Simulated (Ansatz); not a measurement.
One starting cell of SiO2 (a generated cell, SiO2 placed in the alpha-quartz structure type) was relaxed twice with Ansatz (plane waves, PAW, scalar-relativistic): with r2SCAN at 500 eV and with PBE at 420 eV. The r2SCAN result:

```yaml
crystal:
  lattice:
    - [4.92216, 0.00000, 0.00000]
    - [-2.46108, 4.26272, 0.00000]
    - [0.00000, 0.00000, 5.41759]
  atoms:
    - { symbol: Si, position: [0.46902, 0.00000, 0.83333] }
    - { symbol: Si, position: [0.00000, 0.46902, 0.16667] }
    - { symbol: Si, position: [0.53098, 0.53098, 0.50000] }
    - { symbol: O, position: [0.41327, 0.26885, 0.71524] }
    - { symbol: O, position: [0.73115, 0.14442, 0.04857] }
    - { symbol: O, position: [0.85558, 0.58673, 0.38190] }
    - { symbol: O, position: [0.14442, 0.73115, 0.95143] }
    - { symbol: O, position: [0.26885, 0.41327, 0.28476] }
    - { symbol: O, position: [0.58673, 0.85558, 0.61810] }
```

| quantity | r2SCAN | PBE |
|---|---|---|
| space group | P3₁21 | P3₁21 |
| volume (Å³/atom) | 12.63 | ? |
| a (Å) | 4.922 | ? |
| c (Å) | 5.418 | ? |
| gap (eV, no spin-orbit coupling) | 6.60 | ? |

Question: Fill in the PBE column.

Answer: 
- volume (Å³/atom), PBE: 13.36
- a (Å), PBE: 5.020
- c (Å), PBE: 5.509
- gap (eV, no spin-orbit coupling), PBE: 5.69

Both levels end in the same structure; PBE's volume is 5.8 % larger; its gap is 0.91 eV smaller. Neither column is exact.

No spin polarisation in the result.

The run could not lose the symmetry of its start.

Ansatz is a first-principles code.
